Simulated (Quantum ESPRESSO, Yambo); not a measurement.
For Na2CO3 (space group C2/m, No. 12), Yambo gives the independent-particle static dielectric constant along x as 2.77 on LDA bands and 2.35 after a scissor of 3.28 eV widens every gap (4×4×4 mesh, 117 bands, 3 Ry local-field block, 0.2 eV broadening). Axes are Cartesian, with cell vectors (Å) (4.39, -2.63, 0.00), (4.39, 2.63, 0.00), (-1.35, 0.00, 5.77).

**Question.** A scissor keeps the position matrix elements. In a one-oscillator model, how does ε − 1 scale, and what mean transition energy do the two values imply?

**Answer.** Each transition adds |r|²/E to ε − 1, so ε − 1 ∝ 1/(E0 + Δ). Then (2.35 − 1)/(2.77 − 1) = E0/(E0 + Δ) = 0.763, and E0 = Δ(ε' − 1)/(ε − ε') = 10.5 eV. The computed Im ε, weighted by 1/E up to 20 eV, has its mean at 10.6 eV; the smallest direct LDA gap is 4.01 eV. The scissor comes from a G0W0 run whose convergence isn't established. Convergence of the RPA response with its 4×4×4 mesh was not tested.

Bands from Quantum ESPRESSO.

Geometry of the Materials Project entry, not relaxed at this level; primitive cell a = b = 5.1207 Å, c = 5.9217 Å, α = β = 101.29°, γ = 61.87°.
